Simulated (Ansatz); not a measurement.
TiAl (CuAu type, space group P4/mmm)

```
CELL_PARAMETERS angstrom
      2.79703     0.00000     0.00000
      0.00000     2.79703     0.00000
      0.00000     0.00000     4.03197
ATOMIC_POSITIONS crystal
  Al 0.50000 0.50000 0.50000
  Ti 0.00000 0.00000 0.00000
```

Grid over V/V₀ and (c/a)/(c/a)₀, subscript 0 meaning the relaxed cell; the conventional c axis lies along z; no internal relaxation.

Method: PBEsol (plane waves to 420 eV, PAW, scalar-relativistic; Ansatz, a first-principles code). k mesh 17×17×12 (Γ-centred), Fermi-Dirac smearing 0.05 eV. E stands for the smeared free energy. With partly filled bands, the response to shear is sensitive to the k mesh, so small differences along c/a are uncertain. The PAW data are Ansatz's earlier set. TiAl is run without spin polarisation. TiAl was relaxed with its symmetry unable to fall. ΔE is measured from the relaxed starting cell.

```
ΔE (meV/atom)         V/V₀ = 0.960  V/V₀ = 0.973  V/V₀ = 0.987  V/V₀ = 1.000  V/V₀ = 1.013  V/V₀ = 1.027  V/V₀ = 1.040
--------------------  ------------  ------------  ------------  ------------  ------------  ------------  ------------
(c/a)/(c/a)₀ = 0.920            25            20            17            16            17            20            25
(c/a)/(c/a)₀ = 0.947            17            11             8             7             8            12            17
(c/a)/(c/a)₀ = 0.973            12             6             3             2             3             6            11
(c/a)/(c/a)₀ = 1.000            10             4             1             0             1             4             9
(c/a)/(c/a)₀ = 1.027            12             6             3             2             3             6            11
(c/a)/(c/a)₀ = 1.053            18            12             9             8             9            12            17
(c/a)/(c/a)₀ = 1.080             ?            22            19            17            18            21             ?
```

Problem. Some entries are withheld; supply them.

Solution. 
- (c/a)/(c/a)₀ = 1.080, V/V₀ = 0.960: 28
- (c/a)/(c/a)₀ = 1.080, V/V₀ = 1.040: 26

(A scan under strain: stresses follow from slopes of the energy per volume, elastic moduli from its curvatures.)
